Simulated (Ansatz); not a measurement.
AgCl (rock salt), relaxed with r²SCAN (Ansatz, a first-principles code, plane waves, PAW): a = 5.545 Å, b = 5.545 Å, c = 5.545 Å, α = 90.00°, β = 90.00°, γ = 90.00°.

```
Quantity              Value
--------------------  -----
gap (eV)               1.48
B₀ by P(V) fit (GPa)   50.5
```

Question: The same phase is relaxed and computed with HSE06 in the same code. What are the cell and these values now?

Answer: a = b = c = 5.6032 Å, α = β = γ = 90.00°.

* **gap (eV)**: 2.42
* **B₀ by P(V) fit (GPa)**: 41.9

All cells were relaxed under the symmetry of their starts (and spin orders); stability against distortions was not tested throughout. Rows with no word on spin ran without spin polarisation. Spin–orbit coupling is left out wherever it is not named.

Potentials: the later of the program's two PAW sets.

Ansatz is a plane-wave DFT program.
